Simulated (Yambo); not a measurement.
A G0W0@PBEsol run in Yambo for MgPdF6 (space group R-3, No. 148) (4×4×4 Γ-centred k mesh, bands 6 to 120 and a 6 Ry block in the screening, 120 bands in G with the Bruneval-Gonze terminator, plasmon pole fitted at 27.2 eV) gives these matrix elements, in eV, at the band edges (F → F):

| state | E0 | <Vxc> | <Σx> | <Σc(E0)> | Z |
|---|---|---|---|---|---|
| valence edge | 0.000 | -24.379 | -31.939 | 5.667 | 0.790 |
| conduction edge | 1.885 | -24.636 | -20.304 | -2.208 | 0.799 |

Q: Solve the linearised quasiparticle equation for both states, give the gap, and say how exchange and correlation each act on it.

A: E = E0 + Z(Σx + Σc − Vxc). Valence: 0.000 + 0.790 × (-31.939 + (5.667) − (-24.379)) = -1.50 eV. Conduction: 1.885 + 0.799 × (-20.304 + (-2.208) − (-24.636)) = 3.58 eV. The gap is 5.08 eV, against 1.89 eV in PBEsol. Replacing Vxc by bare exchange alone would open it by 11.89 eV; correlation takes back 7.87 eV of that, and Z scales what is left. Convergence of the G0W0 settings was not tested. Spin-orbit splittings are left out.

Geometry of the Materials Project entry, not relaxed at this level; primitive cell a = b = c = 5.333 Å, α = β = γ = 55.07°.
